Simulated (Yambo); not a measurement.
Material: KCl (rock salt, space group Fm-3m, No. 225); a = b = c = 4.2959 Å, α = β = γ = 60.00° (2 atoms in the cell). Cell and atoms were relaxed with LDA from Materials Project entry mp-23193, within its symmetry.

With norm-conserving LDA (Quantum ESPRESSO, 72 Ry, without SOC), the gap between the mesh's edge points (Γ → Γ) is 5.115 eV.

Problem. By how much does one-shot G0W0 (Yambo; 4×4×4 Γ-centred k mesh, 136 bands and a 10 Ry block in the screening, 136 bands in G with the Bruneval-Gonze terminator, plasmon pole fitted at 27.2 eV) open this gap, and what gap results?

Solution. The correction is 3.303 eV, giving 8.419 eV, 1.6 times the LDA value.  Nearest settings tried, and what they do to the gap: 84 bands in G: -3 meV; 58 bands in W: -58 meV; 8 Ry block (169 vectors against 229): -33 meV. Not varied: mesh. So the settings aren't converged at that level.
